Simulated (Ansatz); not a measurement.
In r²SCAN (plane waves, PAW; program Ansatz), C in the tetragonal phase (P4_12_12; C on 4a, C on 8b) relaxes to a = 3.796 Å, c = 4.672 Å.

The Kohn–Sham gap is 5.37 eV (indirect). The valence maximum lies on the M–Γ line, 40 % of the way from M and the conduction minimum at Γ. The screened hybrid HSE06 puts the gap at 6.27 eV. Electrons at the band edge weigh 0.40, 0.43, 0.43 mₑ (principal values). The hole mass is 0.42, 2.0, 2.7 mₑ (principal values).

An equation-of-state fit gives a bulk modulus of 408 GPa. The relaxed-ion elastic constants in GPa are C11 = 1200, C12 = 51.4, C13 = 75.5, C33 = 923, C44 = 488, C66 = 542. The elastic constants imply a Debye temperature near 2190 K.

The start of the workflow was typed in or built on a structure type; neither database checked (COD, Materials Project) lists it. It is not the phase usual at ambient conditions (space group No. 194, 227). The r²SCAN relaxation kept the symmetry of its start; whether a distortion lowers the energy is not shown. The volume moved by 26 % from the start of the relaxation.

Potentials: the earlier of the program's two PAW sets.
